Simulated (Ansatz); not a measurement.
Input:

ScAl3N4:
```
CELL_PARAMETERS angstrom
      3.45631     0.00000     0.00000
     -1.72815     2.99325     0.00000
      0.00000     0.00000     8.44835
ATOMIC_POSITIONS crystal
  Al 0.00000 0.00000 0.76065
  Al 0.33333 0.66667 0.00000
  N  0.00000 0.00000 0.00000
  N  0.33333 0.66667 0.23700
  Al 0.00000 0.00000 0.23935
  Sc 0.33333 0.66667 0.50000
  N  0.00000 0.00000 0.50000
  N  0.33333 0.66667 0.76300
```

This is the PBE-relaxed structure.

**Question.** All from PBE (plane waves, PAW; program Ansatz), unless another level is named. Estimate the band gap.

**Answer.** 2.68 eV (indirect).

**Question.** And the smallest direct gap on the standard path?

**Answer.** 2.74 eV.

**Question.** Predict the valence-band maximum.

**Answer.** at Γ.

**Question.** Next, the conduction-band minimum?

**Answer.** at H (2 equivalent valleys).

Space group P-6m2. The start of the workflow was typed in or built on a structure type; neither database checked (COD, Materials Project) lists it. Its standing as an ambient phase is unchecked. Symmetry was held in the PBE relaxation; whether a distortion lowers the energy is not shown. No spin polarisation was allowed.

Potentials: the earlier of the program's two PAW sets.
